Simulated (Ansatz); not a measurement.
AlNi:
```
CELL_PARAMETERS angstrom
      2.86334     0.00000     0.00000
      0.00000     2.86334     0.00000
      0.00000     0.00000     2.86334
ATOMIC_POSITIONS crystal
  Ni 0.00000 0.00000 0.00000
  Al 0.50000 0.50000 0.50000
```

Relaxed with r²SCAN. Special points in fractions of this cell's reciprocal vectors: Γ (0.000, 0.000, 0.000); X (0.000, 0.500, 0.000); M (0.500, 0.500, 0.000); R (0.500, 0.500, 0.500).

Q: List the band energies nearest the Fermi level at these points for plane-wave PAW r²SCAN (Ansatz code).

A: In eV from the Fermi level; about four levels below and three above (degenerate sets whole), none deeper than 8.9 eV; points with the same levels are listed once.

```json
[
 {"k": "Γ", "below": "-3.42 -3.42 -1.60 -1.60 -1.60", "above": "5.97 5.97 5.97"},
 {"k": "X", "below": "-2.36 -2.36 -1.51 -0.62", "above": "8.65 10.63 10.63"},
 {"k": "M", "below": "-3.16 -3.16 -2.18 -2.18 -1.01", "above": "1.63 2.84 13.50"},
 {"k": "R", "below": "-4.37 -4.37 -4.37 -0.98 -0.98", "above": "2.01 2.01 2.01"}
]
```

Space group Pm-3m (CsCl type). Symmetry was held in the r²SCAN relaxation. The workflow began spin-polarised and lost its moments. The cell computed holds one magnetic atom, so no antiferromagnetic order was within reach.

Potentials: the later of the program's two PAW sets.
